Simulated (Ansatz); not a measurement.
Na$_{3}$SeI: sound and stiffness along [100], [110] and [111]

The calculation used Ansatz 0.2.0, DFT LDA, scalar-relativistic, plane waves, PAW. Cutoff 420 eV, 6×6×6 k-points (Γ-centred), fixed occupations. No spin polarisation.

The cell is fixed (symmetry leaves no force on the atoms) and stands under 0.2 GPa:
```cif
data_structure
_symmetry_space_group_name_H-M 'P 1'
_symmetry_Int_Tables_number 1
_cell_length_a 5.3078
_cell_length_b 5.3078
_cell_length_c 5.3078
_cell_angle_alpha 90.000
_cell_angle_beta 90.000
_cell_angle_gamma 90.000
_cell_volume 149.54
loop_
_atom_site_label
_atom_site_type_symbol
_atom_site_fract_x
_atom_site_fract_y
_atom_site_fract_z
_atom_site_occupancy
I1 I 0.00000 0.00000 0.00000 1
Se1 Se 0.50000 0.50000 0.50000 1
Na1 Na 0.50000 0.50000 0.00000 1
Na2 Na 0.50000 0.00000 0.50000 1
Na3 Na 0.00000 0.50000 0.50000 1
```

The cell is the ideal cubic antiperovskite prototype; whether it is the stable structure of this composition wasn't checked.

With ions relaxed, on the cubic axes: C11 = 52.0, C12 = 6.0, C44 = 6.3 GPa. The density is 3.052 g/cm³. Zone-centre modes weren't checked beside this run.

Task: Is the crystal stable against strain, and how anisotropic is it?

Result: Born's conditions hold: C11 + 2C12 = 64.0, C11 − C12 = 46.0 and C44 = 6.3 GPa are all positive. B = (C11 + 2C12)/3 = 21.3 GPa. The two shear moduli are C44 and C′ = (C11 − C12)/2 = 23.0 GPa, so Zener's ratio is A = C44/C′ = 0.27: the shear C44 is the soft one, as in NaCl, KCl, the halide perovskites and the bcc metals V, Nb, Cr and Mo. The Cauchy pressure C12 − C44 is -0.3 GPa; it would vanish for pair forces between atoms on inversion centres at zero pressure, and here it is small.

Task: Give the sound speeds along the three symmetry directions.

Result: The Christoffel equation gives ρv² for each branch:
| direction | branch | ρv² | GPa | v (m/s) |
| --- | --- | --- | --- | --- |
| [100] | L | C11 | 52.0 | 4126 |
| [100] | T (×2) | C44 | 6.3 | 1433 |
| [110] | L | (C11 + C12 + 2C44)/2 | 35.3 | 3399 |
| [110] | T, u ∥ [001] | C44 | 6.3 | 1433 |
| [110] | T, u ∥ [1-10] | (C11 − C12)/2 | 23.0 | 2744 |
| [111] | L | (C11 + 2C12 + 4C44)/3 | 29.7 | 3119 |
| [111] | T (×2) | (C11 − C12 + C44)/3 | 17.4 | 2388 |

Task: How does Young's modulus depend on direction?

Result: Inverting gives S11 = 19.718, S12 = -2.044, S44 = 159.490 TPa⁻¹. Along a unit vector (l, m, n), 1/E = S11 − 2(S11 − S12 − S44/2)(l²m² + m²n² + n²l²), where the last bracket is 0, 1/4 and 1/3 for [100], [110] and [111]: E = 51, 21 and 17 GPa. With A < 1 the cube edge is stiffest. For a film on (001), the biaxial modulus is C11 + C12 − 2C12²/C11 = 57 GPa and the normal strain is −2C12/C11 = -0.23 times the in-plane one.